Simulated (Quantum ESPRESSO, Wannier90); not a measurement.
Wannier functions of GeSe (Pnma)

```
GeSe
1.0
   11.25603     0.00000     0.00000
    0.00000     3.78719     0.00000
    0.00000     0.00000     4.66436
Ge Se
4 4
Direct
  0.12910   0.25000   0.11900
  0.87090   0.75000   0.88100
  0.37090   0.75000   0.61900
  0.62910   0.25000   0.38100
  0.84928   0.25000   0.51547
  0.15072   0.75000   0.48453
  0.65072   0.75000   0.01547
  0.34928   0.25000   0.98453
```

Structure: Materials Project mp-700, symmetrised, not relaxed again. COD (Crystallography Open Database) has an entry of this formula and space group (matched by these alone). Computed values, not measurements, from LDA: Quantum ESPRESSO (norm-conserving PseudoDojo potentials, cutoff 69 Ry, no spin polarisation, no spin-orbit coupling) on a Γ-centred 4×4×4 mesh, then Wannier90. Density: 4×8×8 mesh, Gaussian smearing 0.01 Ry. The cell is built of weakly bound layers, chains or molecules, whose nearest atoms lie 3.64 Å apart. Database cells relaxed without dispersion often hold them too far apart, which can enlarge gaps and weakens couplings between them; spacing and stacking were not compared with the measured crystal. Spin-orbit coupling, left out, would split the p-like bands by a few tenths of an eV.

Base run: 32 functions from bands 41-88 of the 88 computed, start hydrogen-like Ge: s;p; Se: s;p, centres 0.05 Å off the atoms, frozen window up to 2.30 eV relative to the valence-band maximum, outer window open. One setting was then changed (edges relative to the valence-band maximum; misfit to pw.x on a path, for states up to 1.8 eV relative to the valence-band maximum).

```
run      Ω_I (Å²)  rms misfit (meV)  worst (meV)
-------  --------  ----------------  -----------
base        41.84                18          115
changed     49.65                18          146
```

Problem. Which change was made?
(A) no frozen window
(B) only the lowest 34 of the kept bands
(C) frozen window to 1.80 eV

Solution. B, only the lowest 34 of the kept bands. The others give:

```tsv
run	Ω_I (Å²)	rms misfit (meV)	worst (meV)
frozen window to 1.80 eV	39.98	16	181
no frozen window	36.73	123	619
```
